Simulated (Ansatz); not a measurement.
Rough cost of magnetic runs on YCo (Cmcm) in Ansatz 0.2.0, 2 threads of Arm Neoverse V2, on a shared host.

```yaml
crystal:
  lattice:
    - [2.06749, -5.21517, 0.00000]
    - [2.06749, 5.21517, 0.00000]
    - [0.00000, 0.00000, 3.84651]
  atoms:
    - { symbol: Y, position: [0.14278, 0.85722, 0.75000] }
    - { symbol: Y, position: [0.85722, 0.14278, 0.25000] }
    - { symbol: Co, position: [0.44679, 0.55321, 0.75000] }
    - { symbol: Co, position: [0.55321, 0.44679, 0.25000] }
```

| run | functional, mesh | k points solved | bands | iterations | wall time (s) | peak memory (GiB) |
| --- | --- | --- | --- | --- | --- | --- |
| PAW: parallel moments | PBEsol, 9×9×9 | 125 | 37 | 22 | 48 | 0.74 |
| LAPW: start Co3↑ Co4↑ | PBEsol, 9×9×9 | 125 | 56 | 39 | 630 | 2.1 |
| PAW: start Co3↑ Co4↑ | PBEsol, 9×9×9 | 125 | 35 | 31 | 65 | 0.73 |
| PAW: start Co3↓ Co4↑ | PBEsol, 9×9×9 | 125 | 35 | 28 | 98 | 0.73 |
| PAW: no spin polarisation | PBEsol, 9×9×9 | 125 | 34 | 8 | 8.1 | 0.54 |
| LAPW: parallel moments | PBEsol, 9×9×9 | 125 | 56 | 39 | 630 | 2.1 |
| PAW: start Co3↑ Co4↓ | PBEsol, 9×9×9 | 125 | 35 | 28 | 98 | 0.73 |
| LAPW: start Co3↓ Co4↓ | PBEsol, 9×9×9 | 125 | 56 | 39 | 630 | 2.2 |
| PAW: start Co3↓ Co4↓ | PBEsol, 9×9×9 | 125 | 35 | 31 | 66 | 0.73 |

Roughly how much dearer is an iteration by LAPW than by PAW among the runs with the first row's mesh and spin treatment (collinear)?

About 7 times (medians of wall time over iterations; times from a shared host are rough).

The PAW files were made with PBE; the program remakes their cores once for the run's functional and then keeps them frozen. The Ansatz runs typed with the search for lower states off end where their start leads. The state reached may lie above the lowest one, so it isn't offered as the ground state.
